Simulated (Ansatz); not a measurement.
Data:

BaSi2:
```
BaSi2
1.0
    0.00000     4.46838     5.66861
    3.33493     0.00000     5.66861
    3.33493     4.46838     0.00000
Si Ba
4 2
Direct
  0.62561   0.37439   0.62561
  0.37439   0.62561   0.37439
  0.62439   0.87561   0.62439
  0.87561   0.62439   0.87561
  0.00000   0.00000   0.00000
  0.25000   0.25000   0.25000
```

This is the PBE-relaxed structure.

**Question.** All from PBE in the plane-wave PAW code Ansatz, unless another level is named. Give the electronic character.

**Answer.** metallic (no gap).

**Question.** Predict the formation energy from the elements (no fitted shifts).

**Answer.** 0.072 eV/atom.

**Question.** What about the density of states at the Fermi level?

**Answer.** 0.56 states/eV per atom (mean over ±0.08 eV).

Space group Fddd. The cell is a constructed one: a structure type filled with these elements; neither database checked (COD, Materials Project) lists it. COD files the formula under space group No. 62, 191, so this cell is another polymorph or a model. Its standing as an ambient phase is unchecked. Symmetry was held in the PBE relaxation; its stability against distortions is not shown here. The references are the lowest solids computed at this level, not always the standard phases. Scalar-relativistic: spin–orbit coupling is off unless named, which matters more the heavier the elements.

Potentials: the later of the program's two PAW sets.
